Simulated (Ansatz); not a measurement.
With the program Ansatz at the r²SCAN level (PAW), InSb in the cubic phase (Pm-3n; In on 6c, Sb on 6d) relaxes to a = 8.090 Å. Against the elements it lies at -8.2 kJ/mol-atom, with no fitted shifts.

Electronic character: no gap, with almost no states at the Fermi level (zero-gap or semimetallic). Gap from r²SCAN with spin–orbit coupling: none (metallic).

The bulk modulus is 32.8 GPa. Bader charges are In +0.54, Sb -0.54 e.

The start of the workflow was typed in or built on a structure type; neither database checked (COD, Materials Project) lists it. It is not the phase usual at ambient conditions (space group No. 216). The r²SCAN relaxation kept the symmetry of its start; whether a distortion lowers the energy is not shown. The volume moved by 32 % from the start of the relaxation. The references are the lowest solids computed at this level, not always the standard phases. Scalar-relativistic: spin–orbit coupling is off unless named, which matters more the heavier the elements.

Potentials: the earlier of the program's two PAW sets. The files were generated under PBE; for other functionals the program regenerates the frozen cores, and for LDA and PBEsol the local potential too.
